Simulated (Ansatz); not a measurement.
input.yaml (Ansatz)

```yaml
crystal:
  lattice:
    - [3.2030139325, 0.0, 0.0]
    - [-1.6015069662, 2.7738914342, 0.0]
    - [0.0, 0.0, 5.3468606887]
  atoms:
    - { symbol: Sn, position: [0.3333333333, 0.6666666667, 0.25] }
    - { symbol: Sn, position: [0.6666666667, 0.3333333333, 0.75] }
hamiltonian:
  xc: r2scan
  pseudopotentials:
    kind: paw
    azcp:
      Sn: "pseudopotentials/Sn.paw.azcp"
basis:
  ecutwfc: 500
  fft_grid_basis: typed
kpoints:
  mp_grid: { grid: [12, 12, 7], shift: [0, 0, 0] }
magnetization:
  spin_polarized: false
scf:
  occupations: { method: fermi_dirac, width: 0.1 }
  lower_state_search: "off"
output:
  stress: true
```

Terminal output

```
Engine: ansatz 0.2.0, x86_64-unknown-linux-gnu
Pseudopotentials: kind: paw
Pseudopotential: Sn, paw, valence charge 14, recommended cutoff 500 eV (meta_gga) 
Functional definition: r2SCAN
  parameter k0 = 0.174
  parameter k1 = 0.065
  parameter a1 = 4.9479
  exchange = r2scan_x(k0 = k0, k1 = k1, a1 = a1)
  correlation = r2scan_c
Crystal: 2 atoms, lattice volume = 47.506 Å³
Basis set: ecut = 500 eV, 1189 PW (Γ), exchange–correlation on 96×96×160 points (64 copies of the dense FFT grid, shifted against one another)
Bands: 18, of which v1, the nominal top of the filled ones, is band 14 counted from 1 (13 counted from 0)
Symmetry: 24 space group operations
Space group: P63/mmc (ITA 194), of the structure as read, at distance tolerance 3.6e-5 Å
k-points: 76 of 1008
Non-local potential: Sn, projectors of the file, l = 0: 2, l = 1: 2, l = 2: 2, l = 3: 2
PAW form: soft (Blöchl's): semilocal exchange-correlation on the pseudo side does not see the compensation charge
PAW frozen core: Sn, regenerated for the run's functional (the file was generated under x = pbe(κ = 0.804, μ = 0.2195149727645171), c = pbe(β = 0.06672455060314922))
PAW one-centre angular grid: Sn, 590 points (default); XC on 249 of its mesh's 2787 points in the sphere
Initial density: superposition of atomic densities (neutral atoms: chi_scale 0, normalization atom), corrected by the library's trained network
Initial wavefunctions: pseudopotential atomic-orbital guess
Functional: x = r2scan, c = r2scan; τ floored in thin density (d = 2e-4 eV/Å³)
SCF iter   1: F=-12076.638040 eV  HF=-12076.616147 eV  |F-HF|=2.19e-2  |Δ(HF+E_count)|=         —  Δρ=5.83e-3  dr2=7.23e-3  dr2_τ=1.45e-3  ethr=1.77e-3  ⟨swp⟩=5.4  Hψ=6928  notcnv=0
SCF iter   2: F=-12076.641214 eV  HF=-12076.639892 eV  |F-HF|=1.32e-3  |Δ(HF+E_count)|=   2.37e-2  Δρ=2.75e-3  dr2=1.80e-3  dr2_τ=3.48e-5  ethr=2.58e-5  ⟨swp⟩=2.0  Hψ=3618  notcnv=0  defer=10
SCF iter   3: F=-12076.641618 eV  HF=-12076.641289 eV  |F-HF|=3.29e-4  |Δ(HF+E_count)|=   1.40e-3  Δρ=9.93e-4  dr2=3.14e-4  dr2_τ=6.15e-6  ethr=6.43e-6  ⟨swp⟩=2.0  Hψ=1972  notcnv=0  defer=10
SCF iter   4: F=-12076.641718 eV  HF=-12076.641673 eV  |F-HF|=4.58e-5  |Δ(HF+E_count)|=   3.84e-4  Δρ=2.56e-4  dr2=3.19e-5  dr2_τ=1.88e-7  ethr=1.12e-6  ⟨swp⟩=3.0  Hψ=2826  notcnv=0  defer=10
SCF iter   5: F=-12076.641730 eV  HF=-12076.641727 eV  |F-HF|=3.14e-6  |Δ(HF+E_count)|=   5.45e-5  Δρ=7.62e-5  dr2=3.00e-6  dr2_τ=3.25e-8  ethr=1.14e-7  ⟨swp⟩=2.0  Hψ=1678  notcnv=0  defer=10
SCF iter   6: F=-12076.641731 eV  HF=-12076.641731 eV  |F-HF|=1.97e-7  |Δ(HF+E_count)|=   3.81e-6  Δρ=2.02e-5  dr2=1.60e-7  dr2_τ=3.30e-9  ethr=1.07e-8  ⟨swp⟩=2.6  Hψ=2541  notcnv=0  defer=10
SCF iter   7: F=-12076.641731 eV  HF=-12076.641731 eV  |F-HF|=1.28e-9  |Δ(HF+E_count)|=   2.76e-7  Δρ=3.53e-6  dr2=6.73e-9  dr2_τ=4.97e-11  ethr=3.57e-10  ⟨swp⟩=4.8  Hψ=4623  notcnv=0
SCF 1 converged in 7 iterations: F = -12076.641731 eV  dr2 = 6.73e-9
SCF converged after 7 iterations
Free energy (F): -12076.641731 eV
Harris-Foulkes:  -12076.641731 eV  (|F-HF|=1.28e-9)
Internal energy: -12076.605923 eV  (E = F + TS)
E sigma→0 (E₀):  -12076.623827 eV
Entropy (-TS):   -0.035808 eV (-17.904 meV/atom)
Fermi energy:    12.980977 eV
--- Per-component energies (eV) ---
  E_band       = -124.775501
  E_kinetic    = 375.464107
  E_local      = -1456.769435  (includes V_loc(G=0)·N_el)
  E_nonlocal   = -65.883495
  E_hartree    = 972.611507
  E_xc         = -751.784968
  E_vxc        = -212.535144  (∫ρ·V_xc dr)
  E_paw        = -8316.199144  (= ΣΔE_a)
  E_vpaw       = -723.884706  (= ΣTr[D̂ρ^β])
  E_aug_tail   = -0.000001  (compensation charges beyond the density's cutoff)
  E_vtau       = 13.613601  (kinetic-family band-sum trace: ∫τ·v_τ [+ j·A + Jᵃ·Aᵃ] dr)
  E_ewald      = -2835.515135
  E_core_change = 1.470640  (= ΣΔE_core)
  E_smearing   = -0.035808  (= −TS)
  E_closure    = 0.000000  (closes the sum)
  Σ components = -12076.641731   (vs F -12076.641731, Δ=0.00e0)
--- Stress (GPa, compression-positive) ---
        9.761137       0.000000       0.000000
       -0.000000       9.761137       0.000000
        0.000000       0.000000       7.195898
  P = ⅓ Tr σ = 8.9061 GPa (89.061 kbar)
```

Command:

```sh
ansatz run input.yaml --threads 1 --pin off --max-ram 3584MiB --backend cpu --events-out ev --progress --plain --runs-dir out
```

On 1 thread of Intel(R) Xeon(R) Platinum 8259CL CPU @ 2.50GHz (Skylake/Cascade Lake) (shared host) this took about 8.3 s of wall time and 8.3 s of CPU time.
